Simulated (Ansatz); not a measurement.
The calculation used DFT PBE, scalar-relativistic, plane waves, PAW (Ansatz 0.2.0). All cells share a 420 eV cutoff and Γ-centred k meshes spaced about 0.3 Å⁻¹ or finer (0.25 for metals, 2π included). No spin polarisation.

Temperature and zero-point effects are left out.

Compare these two cells of Zn2Sn5N, each relaxed at this level.

A. Space group I4/mmm (No. 139), tetragonal, a = 5.719 Å, c = 11.705 Å. Around Zn lie 2 N at 2.86 Å and 4 Sn at 2.86–2.93 Å; around Sn on a site of symmetry 4mm lie 1 N at 2.02 Å, 4 Sn at 3.00 Å and 4 Zn at 3.50 Å; around Sn on a site of symmetry -4m2 lie 2 Zn at 2.93 Å and 4 Sn at 3.00 Å; around Sn on a site of symmetry 4/mmm lie 4 Zn at 2.86 Å; N is surrounded by 2 Sn at 2.02 Å and 4 Zn at 2.86 Å.

B. Space group P4/mmm (No. 123), tetragonal, a = 3.881 Å, c = 12.449 Å. Around Zn lie 2 N at 1.94 Å, 4 Zn at 2.74 Å and 4 Sn at 3.34 Å; Sn on a site of symmetry 4mm is surrounded by 8 Sn at 3.19–3.33 Å; Sn on a second site of symmetry 4mm is surrounded by 4 Sn at 3.19 Å, 4 Zn at 3.34 Å and 1 Sn at 3.51 Å; Sn on a site of symmetry 4/mmm has 10 Sn at 3.33–3.51 Å and 4 Sn at 3.88 Å; around N lie 4 Zn at 1.94 Å.

Question: Which would you expect to be lower, and how large is the difference?

Answer: B is lower, by 106 meV/atom. A has space group I4/mmm (No. 139), 23.9 Å³/atom and no gap on its mesh; B has space group P4/mmm (No. 123), 23.4 Å³/atom and no gap. Counting Sn or Zn atoms around N (for each partner element, those within 1.25 times its shortest distance or 1.15 times the sum of covalent radii, where it is the nearest in units of that sum or under 1.3), A has N 2 and B has N 4. Even the lower one lies +0.25 eV/atom against the reference forms of the elements (uncorrected), so neither is stable at this level. Both come from trial cells of a structure search, whose lowest cell (Pm, 23.6 Å³/atom) lies 126 meV/atom below the lower of the two.

With atoms moved at random, B (by 118 meV/atom) fell into a lower structure. A had no clear such test and can be a saddle point. Some candidate types were left out of the draw beforehand, so a known form may be missing.
